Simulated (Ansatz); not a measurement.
Input file for Ansatz (an electronic-structure program):

Ansatz 0.2 input:
```yaml
crystal:
  lattice:
    - [4.5583754476, 0.0, 0.0]
    - [-2.2791877238, 3.9476689376, 0.0]
    - [0.0, 0.0, 18.9625558113]
  atoms:
    - { symbol: Ga, position: [0.3333333333, 0.6666666667, 0.1605798363] }
    - { symbol: Ga, position: [0.6666666667, 0.3333333333, 0.6605798363] }
    - { symbol: Ga, position: [0.3333333333, 0.6666666667, 0.3394201637] }
    - { symbol: Ga, position: [0.6666666667, 0.3333333333, 0.8394201637] }
    - { symbol: Sr, position: [0.0, 0.0, 0.0] }
    - { symbol: Sr, position: [0.0, 0.0, 0.5] }
    - { symbol: Sn, position: [0.3333333333, 0.6666666667, 0.6163498372] }
    - { symbol: Sn, position: [0.6666666667, 0.3333333333, 0.1163498372] }
    - { symbol: Sn, position: [0.3333333333, 0.6666666667, 0.8836501628] }
    - { symbol: Sn, position: [0.6666666667, 0.3333333333, 0.3836501628] }
    - { symbol: Sr, position: [0.0, 0.0, 0.25] }
    - { symbol: Sr, position: [0.0, 0.0, 0.75] }
kpoints:
  mp_grid: { grid: [10, 10, 3] }
hamiltonian:
  xc: r2scan
  pseudopotentials: { kind: paw }
scf:
  occupations: { method: gaussian, width: 0.1 }
checkpoint: { read: metal.run }
output: { write_density: true, elf: true, volumetric_format: npy }
basis: { fft_grid_basis: typed }
```

Output (shortened):

```
Pseudopotentials: kind: paw
Pseudopotential: Ga, paw, valence charge 13
Pseudopotential: Sr, paw, valence charge 10
Pseudopotential: Sn, paw, valence charge 14
Functional definition: r2SCAN
Crystal: 12 atoms, lattice volume = 341.230 Å³
Basis set: ecut = 500 eV, 8679 PW (Γ), exchange–correlation on 144×144×576 points (64 copies of the dense FFT grid, shifted against one another)
Bands: 89, of which v1, the nominal top of the filled ones, is band 74 counted from 1 (73 counted from 0)
Symmetry: 24 space group operations
Space group: P63/mmc (ITA 194), of the structure as read, at distance tolerance 7.0e-5 Å
k-points: 28 of 300
PAW frozen core: Ga, regenerated for the run's functional
PAW frozen core: Sr, regenerated for the run's functional
PAW frozen core: Sn, regenerated for the run's functional
Initial density: read from a saved state, or passed on in memory by an earlier SCF of this step, an earlier step, the calling program or the single point that …
Stability of the state it starts from, as read at its close in the unpolarized treatment …
Initial wavefunctions: pseudopotential atomic-orbital guess
Eigensolver: davidson
Functional: x = r2scan, c = r2scan; τ floored in thin density (d = 2e-4 eV/Å³)
iter 1 solved again at ethr=6.60e-7 eV; its pass at ethr=3.10e-3 eV (dr2=9.77e-4 eV) is discarded
SCF iter   1: F=—  HF=-53543.748835 eV  |F-HF|=—  |Δ(HF+E_count)|=         —  Δρ=1.45e-6  dr2=6.12e-9  dr2_τ=3.89e-10  ethr=6.60e-7  ⟨swp⟩=3.7  Hψ=20329  notcnv=0
all-band conjugate gradients solve this SCF's bands
preconditioner: auto → Kerker (q_TF=auto, 2.374 Å⁻¹)
SCF iter   2: F=—  HF=-53543.748841 eV  |F-HF|=—  |Δ(HF+E_count)|=   5.71e-6  Δρ=8.64e-7  dr2=1.69e-9  dr2_τ=5.25e-10  ethr=4.14e-12  ⟨swp⟩=11.6  Hψ=13238  notcnv=0
SCF iter   3: F=-53543.748841 eV  HF=-53543.748841 eV  |F-HF|=7.57e-10  |Δ(HF+E_count)|=  7.28e-10  Δρ=5.35e-7  dr2=6.78e-10  dr2_τ=6.15e-11  ethr=1.14e-12  ⟨swp⟩=1.1  Hψ=6188  notcnv=0
SCF 1 converged in 3 iterations: F = -53543.748841 eV  dr2 = 6.78e-10
SCF converged after 3 iterations
Free energy (F): -53543.748841 eV
Harris-Foulkes:  -53543.748841 eV  (|F-HF|=7.57e-10)
Internal energy: -53543.738341 eV  (E = F + TS)
E sigma→0 (E₀):  -53543.743591 eV
Entropy (-TS):   -0.010500 eV (-0.875 meV/atom)
Fermi energy:    9.029892 eV
--- Per-component energies (eV) ---
  E_band       = -1067.860883
  E_kinetic    = 2192.463951
  E_local      = -15579.167232  (includes V_loc(G=0)·N_el)
  E_nonlocal   = 2369.818152
  E_hartree    = 7275.809675
  E_xc         = -2402.799030
  E_vxc        = -1368.200301  (∫ρ·V_xc dr)
  E_paw        = -35509.518845  (= ΣΔE_a)
  E_vpaw       = -3311.674339  (= ΣTr[D̂ρ^β])
  E_aug_tail   = -0.000160  (compensation charges beyond the density's cutoff)
  E_vtau       = 77.277769  (kinetic-family band-sum trace: ∫τ·v_τ [+ j·A + Jᵃ·Aᵃ] dr)
  E_ewald      = -11890.089706
  E_core_change = -0.255146  (= ΣΔE_core)
  E_smearing   = -0.010500  (= −TS)
  E_closure    = 0.000000  (closes the sum)
  Σ components = -53543.748841   (vs F -53543.748841, Δ=0.00e0)
  [band-id]    e_kinetic+e_local+e_nonlocal+2·e_hartree+e_vxc+e_vpaw+e_augmentation_tail+e_vtau = -1067.862810   (vs E_band -1067.860883, Δ=-1.93e-3)
--- Band table (eV; the first three rows and the last of 28) ---
  k-point 0: bands = ["-28.4968", "-28.4968", "-27.8823", "-27.8823", "-12.9907", "-12.9907", "-12.9905", "-12.9905", "-12.9884", "-12.9884", "-12.9882", "-12.9882", "-12.9339", "-12.9339", "-12.9338", "-12.9338", "-12.9330", "-12.9330", "-12.9329", "-12.9329", "-12.9201", "-12.9196", "-12.9191", "-12.9185", "-9.9550", "-9.9529", "-9.8316", "-9.8316", "-9.8316", "-9.8316", "-9.4475", "-9.4448", "-9.2995", "-9.2995", "-9.2994", "-9.2994", "-6.6040", "-6.6039", "-6.5942", "-6.5942", "-6.5941", "-6.5941", "-6.5776", "-6.5776", "-6.5776", "-6.5776", "-6.5659", "-6.5659", "-6.5657", "-6.5657", "-6.5549", "-6.5549", "-6.5527", "-6.5527", "-6.5525", "-6.5525", "-1.1600", "-0.9770", "-0.6958", "-0.4462", "3.8459", "4.5763", "5.2971", "6.5996", "7.7897", "7.7897", "7.9790", "7.9790", "8.2104", "8.3274", "8.3274", "8.6893", "8.6893", "9.0725", "9.1978", "9.2713", "9.8455", "10.1994", "10.2595", "10.2595", "10.4574", "10.4574", "10.6108", "10.6108", "11.0646", "11.3688", "11.3688", "11.8683", "11.8683"]
  k-point 1: bands = ["-28.4968", "-28.4968", "-27.8823", "-27.8823", "-12.9907", "-12.9907", "-12.9906", "-12.9906", "-12.9884", "-12.9884", "-12.9883", "-12.9883", "-12.9338", "-12.9338", "-12.9338", "-12.9338", "-12.9329", "-12.9329", "-12.9329", "-12.9329", "-12.9200", "-12.9197", "-12.9189", "-12.9186", "-9.9544", "-9.9534", "-9.8316", "-9.8316", "-9.8316", "-9.8316", "-9.4468", "-9.4455", "-9.2995", "-9.2995", "-9.2994", "-9.2994", "-6.6039", "-6.6039", "-6.5942", "-6.5942", "-6.5941", "-6.5941", "-6.5776", "-6.5776", "-6.5776", "-6.5776", "-6.5658", "-6.5658", "-6.5657", "-6.5657", "-6.5549", "-6.5549", "-6.5526", "-6.5526", "-6.5525", "-6.5525", "-1.1274", "-1.0426", "-0.6141", "-0.4959", "3.9686", "4.2937", "5.6806", "6.2739", "7.8229", "7.8229", "7.9105", "7.9105", "8.4343", "8.4343", "8.5136", "8.6076", "8.6076", "9.0043", "9.1209", "9.1642", "9.9139", "10.0711", "10.2893", "10.2893", "10.3703", "10.3703", "10.8098", "10.8098", "11.1584", "11.1584", "11.4073", "11.9750", "11.9750"]
  k-point 2: bands = ["-28.4964", "-28.4964", "-27.8818", "-27.8818", "-12.9907", "-12.9905", "-12.9898", "-12.9896", "-12.9889", "-12.9888", "-12.9876", "-12.9874", "-12.9345", "-12.9342", "-12.9338", "-12.9337", "-12.9334", "-12.9333", "-12.9330", "-12.9325", "-12.9196", "-12.9190", "-12.9185", "-12.9180", "-9.9519", "-9.9499", "-9.8410", "-9.8410", "-9.8336", "-9.8335", "-9.4440", "-9.4415", "-9.3112", "-9.3112", "-9.3019", "-9.3019", "-6.6032", "-6.6031", "-6.5951", "-6.5950", "-6.5930", "-6.5930", "-6.5811", "-6.5810", "-6.5786", "-6.5786", "-6.5648", "-6.5647", "-6.5640", "-6.5638", "-6.5537", "-6.5536", "-6.5527", "-6.5525", "-6.5523", "-6.5523", "-1.0532", "-0.8784", "-0.6081", "-0.3727", "3.9112", "4.5440", "5.3200", "6.2363", "6.9616", "7.0521", "7.4750", "7.6960", "7.8447", "7.8933", "8.0769", "8.2943", "8.4509", "9.4661", "9.7516", "9.8522", "10.0401", "10.1407", "10.6011", "10.6711", "10.7661", "10.8506", "10.8538", "11.0165", "11.2741", "11.4036", "11.5389", "11.6456", "11.9755"]
  k-point 27: bands = ["-28.4923", "-28.4923", "-27.8767", "-27.8767", "-12.9890", "-12.9890", "-12.9866", "-12.9865", "-12.9854", "-12.9853", "-12.9833", "-12.9833", "-12.9372", "-12.9372", "-12.9364", "-12.9359", "-12.9350", "-12.9349", "-12.9339", "-12.9335", "-12.9141", "-12.9140", "-12.9127", "-12.9126", "-9.9189", "-9.9183", "-9.9064", "-9.9063", "-9.8872", "-9.8872", "-9.4084", "-9.4077", "-9.3910", "-9.3909", "-9.3666", "-9.3666", "-6.6039", "-6.6038", "-6.6024", "-6.6024", "-6.5913", "-6.5911", "-6.5879", "-6.5879", "-6.5677", "-6.5675", "-6.5606", "-6.5605", "-6.5594", "-6.5594", "-6.5557", "-6.5557", "-6.5524", "-6.5522", "-6.5447", "-6.5447", "1.1752", "1.1764", "1.2218", "1.2221", "2.0721", "2.0762", "2.4297", "2.4341", "5.1514", "5.2698", "5.7311", "5.8989", "6.8967", "7.0330", "7.3032", "7.4253", "7.5364", "7.6268", "9.1553", "9.2913", "11.0757", "11.4046", "11.6826", "11.8344", "12.0190", "12.3069", "12.3567", "12.4557", "12.6761", "12.7805", "12.7991", "12.9122", "12.9123"]
  band table: 89 of 89 bands, residual norms ≤ 1.0e-3 eV
```

Cost: roughly 90 core-seconds on shared cores.

Space group P6_3/mmc. The workflow started from an entry of the Crystallography Open Database (COD). Its standing as an ambient phase is unchecked. Symmetry was held in the r²SCAN relaxation; whether a distortion lowers the energy is not shown. Axis ratios of metals converge slowly with the k-mesh, so a and c are less sure than the volume. Spin–orbit coupling is left out wherever it is not named.

Potentials: the later of the program's two PAW sets.

Ansatz is a plane-wave DFT program.
